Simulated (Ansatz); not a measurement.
An Ansatz input:

```yaml
crystal:
  lattice:
    - [0.0, 2.3498632299, 2.3498632299]
    - [2.3498632299, 0.0, 2.3498632299]
    - [2.3498632299, 2.3498632299, 0.0]
  atoms:
    - { symbol: Hf, position: [0.0, 0.0, 0.0] }
hamiltonian:
  xc: blyp
  pseudopotentials:
    kind: paw
    azcp:
      Hf: "pseudopotentials/Hf.paw.azcp"
basis:
  ecutwfc: 420
  fft_grid_basis: typed
kpoints:
  mp_grid: { grid: [14, 14, 14], shift: [0, 0, 0] }
magnetization:
  spin_polarized: false
scf:
  occupations: { method: fermi_dirac, width: 0.1 }
  lower_state_search: "off"
output:
  stress: true
```

Terminal output

```
Engine: ansatz 0.2.0, x86_64-unknown-linux-gnu
Pseudopotentials: kind: paw
Pseudopotential: Hf, paw, valence charge 26, recommended cutoff 420 eV (normal) 
Functional definition: BLYP
  parameter beta = 0.0042
  parameter a = 0.04918
  parameter b = 0.132
  parameter c = 0.2533
  parameter d = 0.349
  exchange = b88_x(beta = beta)
  correlation = lyp_c(a = a, b = b, c = c, d = d)
Crystal: 1 atoms, lattice volume = 25.951 Å³
Basis set: ecut = 420 eV, 531 PW (Γ), exchange–correlation on 48×48×48 points (8 copies of the dense FFT grid, shifted against one another)
Bands: 17, of which v1, the nominal top of the filled ones, is band 13 counted from 1 (12 counted from 0)
Symmetry: 48 space group operations
Space group: Fm-3m (ITA 225), of the structure as read, at distance tolerance 3.0e-5 Å
k-points: 104 of 2744
Non-local potential: Hf, projectors of the file, l = 0: 3, l = 1: 2, l = 2: 2, l = 3: 3
PAW form: soft (Blöchl's): semilocal exchange-correlation on the pseudo side does not see the compensation charge
PAW frozen core: Hf, regenerated for the run's functional, and the local potential with it (the file was generated under x = pbe(κ = 0.804, μ = 0.2195149727645171), c = pbe(β = 0.06672455060314922))
PAW one-centre angular grid: Hf, 590 points (default); XC on 64 Gauss nodes
Initial density: superposition of atomic densities (neutral atoms: chi_scale 0, normalization atom), corrected by the library's trained network
Initial wavefunctions: pseudopotential atomic-orbital guess
Functional: x = b88, c = lyp
SCF iter   1: F=—  HF=-15744.881546 eV  |F-HF|=—  |Δ(HF+E_count)|=         —  Δρ=5.30e-3  dr2=7.38e-3  ethr=1.77e-3  ⟨swp⟩=4.5  Hψ=7355  notcnv=0
SCF iter   2: F=—  HF=-15744.881132 eV  |F-HF|=—  |Δ(HF+E_count)|=   4.14e-4  Δρ=3.62e-3  dr2=4.24e-3  ethr=2.84e-5  ⟨swp⟩=2.0  Hψ=3474  notcnv=0
SCF iter   3: F=—  HF=-15744.881300 eV  |F-HF|=—  |Δ(HF+E_count)|=   1.68e-4  Δρ=1.58e-3  dr2=6.59e-4  ethr=1.63e-5  ⟨swp⟩=2.0  Hψ=2708  notcnv=0
SCF iter   4: F=—  HF=-15744.880960 eV  |F-HF|=—  |Δ(HF+E_count)|=   3.40e-4  Δρ=3.67e-4  dr2=2.09e-5  ethr=2.53e-6  ⟨swp⟩=2.2  Hψ=2938  notcnv=0
SCF iter   5: F=—  HF=-15744.880990 eV  |F-HF|=—  |Δ(HF+E_count)|=   2.97e-5  Δρ=1.32e-4  dr2=4.81e-6  ethr=8.04e-8  ⟨swp⟩=2.0  Hψ=3129  notcnv=0
SCF iter   6: F=—  HF=-15744.880991 eV  |F-HF|=—  |Δ(HF+E_count)|=   1.12e-6  Δρ=4.67e-5  dr2=6.23e-7  ethr=1.85e-8  ⟨swp⟩=2.0  Hψ=2814  notcnv=0
SCF iter   7: F=-15744.880991 eV  HF=-15744.880991 eV  |F-HF|=1.69e-8  |Δ(HF+E_count)|=   3.30e-7  Δρ=1.42e-5  dr2=4.16e-8  ethr=3.85e-10  ⟨swp⟩=4.7  Hψ=6631  notcnv=0
SCF 1 converged in 7 iterations: F = -15744.880991 eV  dr2 = 4.16e-8
SCF converged after 7 iterations
Free energy (F): -15744.880991 eV
Harris-Foulkes:  -15744.880991 eV  (|F-HF|=1.69e-8)
Internal energy: -15744.822761 eV  (E = F + TS)
E sigma→0 (E₀):  -15744.851876 eV
Entropy (-TS):   -0.058230 eV (-58.230 meV/atom)
Fermi energy:    17.180026 eV
--- Per-component energies (eV) ---
  E_band       = -38.778317
  E_kinetic    = 420.202213
  E_local      = -5460.381235  (includes V_loc(G=0)·N_el)
  E_nonlocal   = -1246.575835
  E_hartree    = 2539.680971
  E_xc         = -295.770547
  E_vxc        = -259.275992  (∫ρ·V_xc dr)
  E_paw        = -6953.934408  (= ΣΔE_a)
  E_vpaw       = 1427.892679  (= ΣTr[D̂ρ^β])
  E_aug_tail   = -0.000001  (compensation charges beyond the density's cutoff)
  E_ewald      = -4748.125552
  E_core_change = 0.081632  (= ΣΔE_core)
  E_smearing   = -0.058230  (= −TS)
  E_closure    = 0.000000  (closes the sum)
  Σ components = -15744.880991   (vs F -15744.880991, Δ=0.00e0)
--- Stress (GPa, compression-positive) ---
       -8.966836       0.000000      -0.000000
        0.000000      -8.966836       0.000000
        0.000000      -0.000000      -8.966836
  P = ⅓ Tr σ = -8.9668 GPa (-89.668 kbar)
```
